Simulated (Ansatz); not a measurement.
Input and command of a plane-wave DFT calculation in Ansatz:

```yaml
crystal:
  lattice:
    - [7.9314550246, 0.0, 0.0]
    - [0.0, 7.9314550246, 0.0]
    - [0.0, 0.0, 4.3399886485]
  atoms:
    - { symbol: Nb, position: [0.0, 0.0, 0.0], spin: 2.35 }
    - { symbol: Nb, position: [0.5, 0.5, 0.0], spin: 2.35 }
    - { symbol: S, position: [0.37478, 0.87478, 0.0], spin: -0.2 }
    - { symbol: S, position: [0.12522, 0.37478, 0.0], spin: -0.2 }
    - { symbol: S, position: [0.62522, 0.12522, 0.0], spin: -0.2 }
    - { symbol: S, position: [0.87478, 0.62522, 0.0], spin: -0.2 }
    - { symbol: Br, position: [0.17314, 0.67314, 0.5] }
    - { symbol: Br, position: [0.32686, 0.17314, 0.5] }
    - { symbol: Br, position: [0.82686, 0.32686, 0.5] }
    - { symbol: Br, position: [0.67314, 0.82686, 0.5] }
basis:
  ecutwfc: 420
kpoints:
  mp_grid: { grid: [2, 2, 4] }
hamiltonian:
  xc: pbesol
scf:
  occupations: { method: gaussian, width: 0.1 }
  lower_state_search: "off"
output:
  forces: true
  stress: true
  eigenvalues: true
  populations: true
magnetization:
  spin_polarized: true
relax:
  adjacent_minimum: "off"
  f_tol: 0.04
  max_steps: 70
  cell: { stress_tol: 0.4 }
```

```bash
ansatz run input.yaml --threads 1 --pin off --max-ram 2560MiB --backend cpu --events-out ev --progress --plain --runs-dir out
```

Processor: Arm Neoverse V1, 1 thread, on a host shared with other jobs.

Q: Estimate time, memory and problem size.

A: About 13 min on 1 thread of Arm Neoverse V1, on a shared host, peak memory 0.65 GiB. It solves 52 bands at 9 k points (the mesh reduced by symmetry) with about 4787 plane waves (on the last cell), in 348 SCF iterations over 25 ionic steps.
